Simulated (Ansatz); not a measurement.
WSe2 built on the 2H-MoS2 prototype at its r2SCAN+rVV10 geometry, in the plane-wave code Ansatz. One PBEsol run serves as the base. The settings are then varied one at a time, some on purpose to values that make no sense. Doubtful ones may also carry a cap on iterations. All numbers are computed, and spin polarisation is off unless an edit sets a moment.

Base input:
```yaml
crystal:
  lattice:
    - [3.2996674443, 0.0, 0.0]
    - [-1.6498337221, 2.8575958308, 0.0]
    - [0.0, 0.0, 13.1487009308]
  atoms:
    - { symbol: W, position: [0.3333333333, 0.6666666667, 0.25] }
    - { symbol: W, position: [0.6666666667, 0.3333333333, 0.75] }
    - { symbol: Se, position: [0.6666666667, 0.3333333333, 0.3766602599] }
    - { symbol: Se, position: [0.6666666667, 0.3333333333, 0.1233397401] }
    - { symbol: Se, position: [0.3333333333, 0.6666666667, 0.8766602599] }
    - { symbol: Se, position: [0.3333333333, 0.6666666667, 0.6233397401] }
kpoints:
  mp_grid: { grid: [6, 6, 2] }
hamiltonian:
  xc: pbesol
scf:
  occupations: { method: fixed }
  n_extra_bands: 5
output:
  forces: true
  stress: true
  eigenvalues: true
```

Base results:
```
Basis set: ecut = 420 eV, 2479 PW (Γ)
Symmetry: 24 space group operations
Space group: P63/mmc (ITA 194)
k-points: 14 of 72
SCF converged after 7 iterations
Free energy (F): -42213.517292 eV
Fermi energy:    12.448125 eV
--- Forces (eV/Å), atoms counted from 1 ---
  atom   1  W       0.00000      0.00000      0.00000
  atom   2  W       0.00000      0.00000      0.00000
  atom   3  Se      0.00000      0.00000    -0.03437
  atom   4  Se      0.00000      0.00000      0.03437
  atom   5  Se      0.00000      0.00000    -0.03437
  atom   6  Se      0.00000      0.00000      0.03437
--- Stress (GPa, compression-positive) ---
       -2.049300       0.000000       0.000000
        0.000000      -2.049300       0.000000
        0.000000       0.000000      -0.256647
  P = ⅓ Tr σ = -1.4517 GPa (-14.517 kbar)
--- Band table (eV; the first three rows and the last of 14) ---
  k-point 0: bands = […, 10.8815, 10.9252, 10.9252, 11.3139, 11.4021, 12.4481, 15.0948, 15.0948, 15.1348, 15.1348, …]
  k-point 1: bands = […, 10.9034, 10.9034, 10.9034, 10.9034, 12.2262, 12.2262, 15.1030, 15.1030, 15.1030, 15.1030, …]
  k-point 2: bands = […, 10.2818, 10.3416, 10.6200, 11.4004, 11.4058, 11.8084, 14.0987, 14.6078, 14.7530, 14.7825, …]
  k-point 13: bands = […, 9.0106, 9.0106, 9.7852, 9.7852, 12.1218, 12.1218, 13.7279, 13.7279, 14.9083, 14.9083, …]
```
The gap over this mesh is 1.009 eV.

Command: `ansatz run input.yaml --threads 4 --pin off --max-ram 4608MiB --backend cpu --events-out ev --progress --plain --runs-dir out`.

Q: The input is altered as follows. How does the run end?
```yaml
basis:
  ecutwfc: 200
```

A: 811 plane waves in place of 2479. The free energy moves by +3181 meV an atom, the mean stress by -0.86 GPa and the gap on the mesh by +0.049 eV (to 1.058). The basis is too small: these are errors of the cutoff.
```
Warning: basis.ecutwfc = 200 eV is below the records' recommended 420 eV, and the density's cutoff is lower with it unless basis.ecutrho_ratio is high enough to keep the records' density cutoff: compare with a run at a higher cutoff
Basis set: ecut = 200 eV, 811 PW (Γ)
SCF converged after 8 iterations
Free energy (F): -42194.432276 eV
Fermi energy:    12.344100 eV
--- Forces (eV/Å), atoms counted from 1 ---
  atom   1  W       0.00000      0.00000      0.00000
  atom   2  W       0.00000      0.00000      0.00000
  atom   3  Se      0.00000      0.00000      0.11125
  atom   4  Se      0.00000      0.00000    -0.11125
  atom   5  Se      0.00000      0.00000      0.11125
  atom   6  Se      0.00000      0.00000    -0.11125
--- Stress (GPa, compression-positive) ---
       -3.178384       0.000000       0.000000
        0.000000      -3.178384       0.000000
        0.000000       0.000000      -0.575875
  P = ⅓ Tr σ = -2.3109 GPa (-23.109 kbar)
```

Q: The input is altered as follows. How does the run end?
```yaml
accuracy: high
```

A: Energy, stress and gap stay within 1 meV an atom, 0.1 GPa and 0.005 eV of the base. The result hardly depends on this setting here.

Q: Predict the outcome of this edit.
```yaml
scf:
  occupations: { method: fermi_dirac, width: 0.05 }
```

A: Energy, stress and gap stay within 1 meV an atom, 0.1 GPa and 0.005 eV of the base. The width is small against the gap, so it doesn't matter.

No spin-orbit coupling is included; it can move band edges with weight on the heavy atoms by tenths of an eV.
